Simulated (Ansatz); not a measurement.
## CaCd$_{2}$As$_{2}$: levels and charges under dearer methods

A database entry relaxed whole under r2SCAN at zero pressure (P-3m1, No. 164):

```xyz
5
Lattice="4.4077 0.0000 0.0000 -2.2039 3.8172 0.0000 0.0000 0.0000 7.1943" Properties=species:S:1:pos:R:3 pbc="T T T"
Ca    0.0000    0.0000    0.0000
Cd    0.0000    2.5448    4.5605
Cd    2.2039    1.2724    2.6338
As    0.0000    2.5448    1.7074
As    2.2039    1.2724    5.4869
```

Its volume is 24.21 Å³ an atom, +0.9 % against the entry's 23.99, a cell as deposited in COD (1977).

Single points on this cell with plane-wave PAW DFT (Ansatz 0.2.0; r2SCAN 500 eV, hybrids 420 eV; fermi-dirac occupations of width 0.020 eV; no moments): r2SCAN on a 6×6×4 Γ-centred mesh; HSE06 on a 6×6×4 Γ-centred mesh; PBE0 on a 6×6×4 Γ-centred mesh.

Problem. How do gap, pressure and charges move from level to level?

Solution. The runs give:

| level | gap (eV), or kind | pressure (GPa) | Bader charge of Ca (e) | Bader charge of Cd (e) | Bader charge of As (e) |
| --- | --- | --- | --- | --- | --- |
| r2SCAN | 0.76 | 0.0 | +1.46 | +0.50 | -1.24 |
| HSE06 | 0.96 | 0.3 | +1.47 | +0.50 | -1.24 |
| PBE0 | 1.52 | 0.2 | +1.47 | +0.51 | -1.25 |

Under r2SCAN the gap is 0.76 eV, over mesh and band path. HSE06 moves it by +0.20 eV and PBE0 by +0.75 eV; PBE0 keeps its exact exchange at long range, which widens the gap over HSE06's by 0.56 eV on their common mesh.

Caveats: the relaxation kept the start's symmetry; HSE06 is read on its mesh and at the zone's corners, PBE0 on its mesh alone; hybrid pressures are good to a few tenths of a GPa; no spin-orbit coupling, which narrows gaps of heavier elements; pressure is positive in compression.
